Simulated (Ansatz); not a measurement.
SiC (zinc blende)

```cif
data_C4Si4
_chemical_formula_sum 'C4 Si4'
_space_group_name_H-M_alt 'F-43m'
_space_group_IT_number 216
_space_group_name_Hall 'F -4 2 3'
_cell_length_a 4.35633
_cell_length_b 4.35633
_cell_length_c 4.35633
_cell_angle_alpha 90.000
_cell_angle_beta 90.000
_cell_angle_gamma 90.000
loop_
_atom_site_label
_atom_site_type_symbol
_atom_site_symmetry_multiplicity
_atom_site_Wyckoff_symbol
_atom_site_fract_x
_atom_site_fract_y
_atom_site_fract_z
_atom_site_occupancy
C1 C 4 d 0.75000 0.75000 0.75000 1
Si1 Si 4 a 0.00000 0.00000 0.00000 1
```
(The calculation used a cell of 2 atoms; values per cell refer to that cell.)

E(V) scan at fixed shape, V₀ the volume above. Symmetry pins the atoms to their sites.

All values below come from r2SCAN (plane waves to 500 eV, PAW, scalar-relativistic; Ansatz, a quantum-chemistry and plane-wave program). k mesh 14×14×14 (Γ-centred), Fermi-Dirac smearing 0.05 eV. Energies are smeared free energies. SiC was relaxed with its symmetry unable to fall. ΔE is measured from the relaxed starting cell.

```csv
V (Å³/atom),ΔE (meV/atom)
9.714,29.2
9.838,18.3
9.962,10.1
10.086,4.4
10.210,1.1
10.334,0.0
10.458,1.0
10.582,4.1
10.706,9.0
10.830,15.6
10.954,24.0
```

Question: What is the fitted pressure derivative B₀′?

Answer: 3.9.

Question: What bulk modulus B₀ follows from a third-order Birch-Murnaghan fit?

Answer: 227 GPa. Check by three points about V = 10.334 Å³/atom, step 0.124: d²E/dV² ≈ (1.1 − 2·0.0 + 1.0) meV / 0.124² = 0.137 eV/Å⁶, and V·d²E/dV² × 160.2 = 226 GPa.

(Under strain, the slope of the energy per volume gives the stress and its curvature an elastic modulus.)
